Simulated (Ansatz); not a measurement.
The calculation used DFT PBE, scalar-relativistic, plane waves, PAW in Ansatz 0.2.0. Settings: cutoff 420 eV, Γ-centred meshes spaced at most about 0.3 Å⁻¹, and about 0.25 Å⁻¹ or finer for metals (2π included), Gaussian smearing. No spin polarisation in the final relaxations.

Temperature and zero-point effects are left out.

Two forms of SnPb₃S₄ were relaxed alike.

A.

```cif
data_structure
_symmetry_space_group_name_H-M 'R3m:H'
_symmetry_Int_Tables_number 160
_cell_length_a 8.5063
_cell_length_b 8.5063
_cell_length_c 10.3403
_cell_angle_alpha 90.000
_cell_angle_beta 90.000
_cell_angle_gamma 120.000
_cell_volume 647.96
loop_
_atom_site_label
_atom_site_type_symbol
_atom_site_symmetry_multiplicity
_atom_site_Wyckoff_symbol
_atom_site_fract_x
_atom_site_fract_y
_atom_site_fract_z
_atom_site_occupancy
Sn1 Sn 3 a 0.00000 0.00000 0.98461 1
Pb1 Pb 9 b 0.83395 0.66789 0.66339 1
S1 S 9 b 0.15490 0.30980 0.84200 1
S2 S 3 a 0.00000 0.00000 0.50005 1
```

B.

```cif
data_structure
_symmetry_space_group_name_H-M 'Pm-3m'
_symmetry_Int_Tables_number 221
_cell_length_a 5.9732
_cell_length_b 5.9732
_cell_length_c 5.9732
_cell_angle_alpha 90.000
_cell_angle_beta 90.000
_cell_angle_gamma 90.000
_cell_volume 213.12
loop_
_atom_site_label
_atom_site_type_symbol
_atom_site_symmetry_multiplicity
_atom_site_Wyckoff_symbol
_atom_site_fract_x
_atom_site_fract_y
_atom_site_fract_z
_atom_site_occupancy
Sn1 Sn 1 a 0.00000 0.00000 0.00000 1
Pb1 Pb 3 c 0.50000 0.50000 0.00000 1
S1 S 3 d 0.00000 0.00000 0.50000 1
S2 S 1 b 0.50000 0.50000 0.50000 1
```

Question: Which is lower in energy, and by how much?

Answer: A is lower, by 8 meV/atom. The two are nearly one structure: a small distortion parts them. A has Sn and Pb ordered on rock salt sites, space group R3m (No. 160), 27.0 Å³/atom and a gap of 0.17 eV on its mesh; B has Sn and Pb ordered on rock salt sites, space group Pm-3m (No. 221), 26.6 Å³/atom and no gap. Counting S atoms around Pb and Sn (those within 1.25 times the shortest such distance or 1.15 times the sum of covalent radii, 1.27 where that leaves under three; a plus sign parts nearer from farther groups; the shortest distance is added where it exceeds 1.18 times the sum of covalent radii), A has Sn 3+3, Pb 6 from 3.0 Å and B has Sn 6 from 3.0 Å, Pb 6 from 3.0 Å. In A, around Sn lie 3 S at 2.72 Å and 3 S at 3.29 Å; Pb is surrounded by 6 S at 2.97–3.03 Å; S on a site of symmetry m has 1 Sn at 2.72 Å, 4 Pb at 3.00–3.01 Å and 1 Sn at 3.29 Å; 1 more site not described. In B, around Sn lie 6 S at 2.99 Å; Pb is surrounded by 6 S at 2.99 Å; around S on a site of symmetry 4/mmm lie 2 Sn at 2.99 Å and 4 Pb at 2.99 Å; 1 more site not described. Both come from invented guesses.

Spin–orbit coupling, which can matter for Pb, is left out. Kohn–Sham gaps at this level usually fall short of measured ones. The missing spin–orbit coupling can work the other way here. The zero gap of Pm-3m may come from the functional, which often closes small gaps. Cells relaxed within their symmetry can be saddle points. The R3m cell of SnPb3S4 came from shaking the Pm-3m one.
